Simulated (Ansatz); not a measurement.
SrO (rock salt)

```
CELL_PARAMETERS angstrom
      0.00000     2.57997     2.57997
      2.57997     0.00000     2.57997
      2.57997     2.57997     0.00000
ATOMIC_POSITIONS crystal
  O  0.00000 0.00000 0.00000
  Sr 0.50000 0.50000 0.50000
```

The slice is a {111} plane (indices of the conventional cell) through the point (0.500, 0.500, 0.500) (fractional), spanned by u = [100] and v = [-1 2 0] in vectors of this cell: u (3.65 Å) and v (6.32 Å, at 90° to u). It covers one period; positions are fractions (u, v).

Level of theory: r2SCAN (plane waves to 500 eV, PAW, scalar-relativistic; Ansatz, a quantum-chemistry and plane-wave program). k mesh 11×11×11. Inside the PAW spheres the values are not all-electron values, and peaks at nuclei hang on which shells count as valence. SrO was relaxed with its symmetry unable to fall.

Task: Sketch the electrostatic potential energy of an electron, from the cell's mean on this plane as a map.

Result: 
```
|xxxx27872xxx|
|xxx0589850xx|
|xx047999740x|
|235789998753|
|788888788888|
|998753235789|
|99740xxx0479|
|9850xxxxx058|
|872xxxxxxx27|
|861xxxxxxx16|
|872xxxxxxx27|
|9850xxxxx058|
|99740xxx0479|
|998753235789|
|788888788888|
|235789998753|
|xx047999740x|
|xxx0589850xx|
|xxxx27872xxx|
|xxxx16861xxx|
```
Scale: ten equal steps from 1.00 (start of '0') to 9.39 (end of '9'), in the order '0123456789'. Values: electrostatic potential energy of an electron, from the cell's mean, in eV. The map has 12 points along u (one character each, u = 0 at the left) and 20 along v (v = 0 in the bottom row). Points within 1 Å of a nucleus are blanked (x), as the pseudised field means little there. Values under 1 eV are set to 1. The zero, the cell's mean, hangs on the PAW cores.
